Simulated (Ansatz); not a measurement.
# One input, then a changed one: Sb (bcc type)

First run: DFT, PBEsol, PAW with Ansatz's default frozen-core files, scalar-relativistic (Ansatz 0.2.0).

Command: `ansatz run input.yaml --threads 1 --pin off --max-ram 2048MiB --backend cpu --events-out ev --progress --plain --runs-dir out` It took 2.2 s on 1 thread of Intel(R) Xeon(R) 6975P-C (Granite Rapids), with other jobs on the host, peak memory 0.38 GiB.

```yaml
crystal:
  lattice:
    - [-1.8136913067, 1.8136913067, 1.8136913067]
    - [1.8136913067, -1.8136913067, 1.8136913067]
    - [1.8136913067, 1.8136913067, -1.8136913067]
  atoms:
    - { symbol: Sb, position: [0.0, 0.0, 0.0] }
kpoints:
  mp_grid: { grid: [16, 16, 16] }
  band_path:
    path:
      - [0.0, 0.0, 0.0]
      - [0.5, -0.5, 0.5]
      - [0.0, 0.0, 0.5]
      - [0.0, 0.0, 0.0]
      - [0.25, 0.25, 0.25]
      - [0.5, -0.5, 0.5]
      - [0.25, 0.25, 0.25]
      - [0.0, 0.0, 0.5]
    npoints: 8
scf:
  occupations: { method: fermi_dirac, width: 0.05 }
hamiltonian:
  xc: pbesol
  pseudopotentials: { kind: paw }
output:
  forces: true
  stress: true
  eigenvalues: true
  populations: true
  dos: { projected: true, de: 0.2, e_range: [-14, 8] }
```

The cell comes from a relaxation on PAW files under the same functional, begun from a prototype that needn't be the stable phase.

This run: volume at 0.92 of the series' base cell.

It converges in 7 SCF iterations at a pressure of 6.85 GPa, cutoff 420 eV.

A second input differs as follows:

```diff
 scf:
-  occupations: { method: fermi_dirac, width: 0.05 }
+  occupations: { method: gaussian, width: 2.0 }
+  max_iter: 75
 hamiltonian:
   populations: true
-  dos: { projected: true, de: 0.2, e_range: [-14, 8] }
```

What is wrong with it, and what does the program do?

The change was made to test a smearing of electronvolts. The run converges in 6 SCF iterations at a pressure of 10.52 GPa, cutoff 420 eV, free energy -0.56 eV/atom against the first run's. Compare each number with the sound run's before taking it for a property of the system. The log ends:
```
  P = ⅓ Tr σ = 10.5209 GPa (105.209 kbar)
--- Band table (eV; the first three rows and the last of 145) ---
  k-point 0: bands = ["-15.7111", "-15.7111", "-15.7111", "-15.6022", "-15.6022", "-0.3579", "19.9927", "19.9927", "19.9927", "25.2835", "25.2835", "25.2835", "25.4471", "25.4471"]
  k-point 1: bands = ["-15.7123", "-15.7088", "-15.7044", "-15.6037", "-15.6024", "-0.2662", "19.2248", "19.6439", "19.8926", "24.0900", "24.2849", "25.0526", "25.9218", "26.1436"]
  k-point 2: bands = ["-15.7159", "-15.7026", "-15.6853", "-15.6077", "-15.6032", "0.0089", "17.4563", "18.8519", "19.6027", "23.0517", "23.3578", "24.8300", "26.5040", "27.0889"]
  k-point 144: bands = ["-15.7182", "-15.7182", "-15.5490", "-15.5490", "-15.5490", "8.4885", "11.2310", "11.2310", "11.2310", "16.2278", "16.2278", "31.1511", "34.0808", "34.0808"]
--- Löwdin populations: 1 site ---
  site symbol       q [e]
     0     Sb     14.9270
  spilling = 0.004866 (of n_electrons = 15.000000)
```
